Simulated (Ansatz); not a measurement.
## Lattice vibrations of MoW3 at Γ

These are results of DFT PBE, scalar-relativistic, plane waves, PAW (Ansatz 0.2.0), not measurements. Settings: 420 eV plane-wave cutoff, Γ-centred 10×10×14 mesh, Fermi-Dirac smearing of 0.15 eV. No spin polarisation. Phonons by linear response, acoustic sum rule imposed.

Equilibrium structure at this level:
```xyz
4
Lattice="4.4952 0.0000 0.0000 0.0000 4.4952 0.0000 0.0000 0.0000 3.1778" Properties=species:S:1:pos:R:3 pbc="T T T"
Mo    0.0000    0.0000    1.5889
W     0.0000    2.2476    0.0000
W     2.2476    2.2476    1.5889
W     2.2476    0.0000    0.0000
```

The cell was found from a structure generator's guess, not taken from experiment. In a metal, frequencies depend on the k mesh and the smearing, soft modes most. Spin–orbit coupling is left out, which matters for heavy elements.

(1) Is this structure stable against zone-centre distortions?

(2) List the optical modes at Γ (i marks imaginary ones).

## Answers

(1) Yes, at Γ: no optical mode is imaginary. Strains and other wave vectors aren't tested by this run.

(2)
| frequency (meV) | degeneracy |
| --- | --- |
| 15.0 | 1 |
| 17.7 | 1 |
| 18.2 | 2 |
| 21.9 | 2 |
| 22.1 | 1 |
| 29.4 | 2 |
